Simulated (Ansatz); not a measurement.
Li2SiS3:
```yaml
crystal:
  lattice:
    - [5.81197, -3.38020, 0.00000]
    - [5.81197, 3.38020, 0.00000]
    - [0.00000, 0.00000, 5.97620]
  atoms:
    - { symbol: Li, position: [0.48865, 0.18059, 0.99076] }
    - { symbol: Li, position: [0.51135, 0.81941, 0.49076] }
    - { symbol: Li, position: [0.81941, 0.51135, 0.99076] }
    - { symbol: Li, position: [0.18059, 0.48865, 0.49076] }
    - { symbol: Si, position: [0.16385, 0.83615, 0.00280] }
    - { symbol: Si, position: [0.83615, 0.16385, 0.50280] }
    - { symbol: S, position: [0.54198, 0.15502, 0.58992] }
    - { symbol: S, position: [0.45802, 0.84498, 0.08992] }
    - { symbol: S, position: [0.84498, 0.45802, 0.58992] }
    - { symbol: S, position: [0.15502, 0.54198, 0.08992] }
    - { symbol: S, position: [0.13954, 0.86046, 0.63104] }
    - { symbol: S, position: [0.86046, 0.13954, 0.13104] }
```

Relaxed with r²SCAN. Special points in fractions of this cell's reciprocal vectors: Γ (0.000, 0.000, 0.000); Y (0.500, 0.500, 0.000); F0 (0.335, 0.665, 0.000); Δ0 (-0.335, 0.335, 0.000); Z (0.000, 0.000, 0.500); B0 (-0.335, 0.335, 0.500); G0 (0.335, 0.665, 0.500); T (0.500, 0.500, 0.500); S (0.000, 0.500, 0.000); R (0.000, 0.500, 0.500).

Question: List the band energies nearest the valence-band maximum at these points for plane-wave PAW r²SCAN (Ansatz code).

Answer: In eV from the valence-band maximum; about four levels below and three above (degenerate sets whole), none deeper than 8.9 eV; points with the same levels are listed once.

```tsv
k	below	above
Γ	-0.59 -0.57 -0.52 -0.21	4.03 4.35 4.89
Y	-0.81 -0.76 -0.33 -0.17	4.16 4.24 4.89
F0	-0.71 -0.69 -0.43 -0.12	3.91 4.15 4.95
Z	-0.72 -0.72 0.00 0.00	3.68 3.68 5.41 5.41
B0	-0.57 -0.57 -0.44 -0.44	3.69 3.69 4.72 4.72
T	-0.71 -0.71 -0.28 -0.28	3.75 3.75 4.98 4.98
S	-0.67 -0.56 -0.46 -0.28	4.17 4.31 4.96
R	-0.57 -0.57 -0.42 -0.42	3.87 3.87 4.77 4.77
```

Space group Cmc2_1. The first step of the workflow began from a Materials Project structure, measured or hypothetical; the Crystallography Open Database copy checked does not list it. Whether it is the stable phase at ambient conditions was not checked. The cell was relaxed with r²SCAN under the symmetry of its start; whether a distortion lowers the energy is not shown.

Potentials: the later of the program's two PAW sets.
